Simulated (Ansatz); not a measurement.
FeNi3:
```yaml
crystal:
  lattice:
    - [3.54370, 0.00000, 0.00000]
    - [0.00000, 3.54370, 0.00000]
    - [0.00000, 0.00000, 3.54370]
  atoms:
    - { symbol: Fe, position: [0.00000, 0.00000, 0.00000], spin: 3.0 }
    - { symbol: Ni, position: [0.00000, 0.50000, 0.50000], spin: 0.7 }
    - { symbol: Ni, position: [0.50000, 0.00000, 0.50000], spin: 0.7 }
    - { symbol: Ni, position: [0.50000, 0.50000, 0.00000], spin: 0.7 }
```

Relaxed with PBE.

**Question.** Which orbitals make up the states near the Fermi level in DFT-PBE in the program Ansatz with PAW potentials?

**Answer.** Within 0.5 eV of the Fermi level: Ni 3d 60 %, Fe 3d 31 %. Projections are on Löwdin-orthogonalised atomic valence shells; empty p or d shells of many metals are not among them.

**Question.** Tabulate the density of states.

**Answer.** States/eV per cell of 4 atoms, in 0.25 eV bins, energy from the Fermi level.

```csv
E (eV),total,Ni 3d,Fe 3d,Ni 4s
-7.85,0.34,0.00,0.00,0.24
-7.60,0.39,0.01,0.00,0.27
-7.35,0.43,0.01,0.01,0.30
-7.10,0.48,0.01,0.01,0.33
-6.85,0.53,0.02,0.01,0.36
-6.60,0.60,0.03,0.02,0.40
-6.35,0.66,0.05,0.03,0.43
-6.10,0.72,0.07,0.04,0.46
-5.85,0.85,0.11,0.06,0.52
-5.60,1.05,0.17,0.12,0.58
-5.35,1.61,0.41,0.33,0.67
-5.10,2.60,0.86,0.76,0.75
-4.85,2.86,1.02,0.89,0.70
-4.60,3.39,1.47,1.09,0.58
-4.35,4.77,2.53,1.35,0.60
-4.10,6.22,3.49,1.95,0.44
-3.85,5.68,3.18,1.87,0.31
-3.60,5.00,2.81,1.66,0.27
-3.35,6.65,4.65,1.51,0.23
-3.10,7.76,5.81,1.51,0.14
-2.85,8.20,6.19,1.44,0.20
-2.60,10.48,8.07,1.82,0.20
-2.35,8.50,6.74,1.18,0.20
-2.10,9.29,7.26,1.43,0.21
-1.85,8.07,6.41,1.14,0.20
-1.60,11.13,9.09,1.53,0.20
-1.35,9.77,8.11,1.24,0.14
-1.10,10.81,8.98,1.41,0.12
-0.85,12.84,10.86,1.62,0.13
-0.60,4.50,3.84,0.34,0.14
-0.35,2.26,1.76,0.21,0.14
-0.10,2.97,2.32,0.35,0.16
0.15,2.95,1.88,0.73,0.18
0.40,6.79,2.84,3.42,0.26
0.65,5.81,2.20,3.09,0.27
0.90,4.13,1.65,1.93,0.30
1.15,2.54,0.84,1.06,0.34
1.40,1.53,0.50,0.36,0.37
1.65,1.12,0.29,0.23,0.29
1.90,0.99,0.22,0.17,0.25
2.15,0.96,0.18,0.15,0.22
2.40,1.16,0.21,0.23,0.23
2.65,1.24,0.21,0.23,0.26
2.90,1.19,0.19,0.18,0.26
3.15,1.07,0.16,0.13,0.23
3.40,0.99,0.14,0.10,0.21
3.65,0.93,0.12,0.09,0.19
3.90,0.88,0.10,0.07,0.17
4.15,0.81,0.09,0.06,0.15
4.40,0.75,0.07,0.05,0.13
4.65,0.69,0.06,0.04,0.11
```

Space group Pm-3m (Cu3Au type). Symmetry was held in the PBE relaxation. Magnetic state: ferromagnetic, chosen from 5 collinear starts compared on coarse meshes (ties went to the first, and starts can fall back to one state), not a proven ground state. Textbook magnetic order: ferromagnetic.

Potentials: the later of the program's two PAW sets.
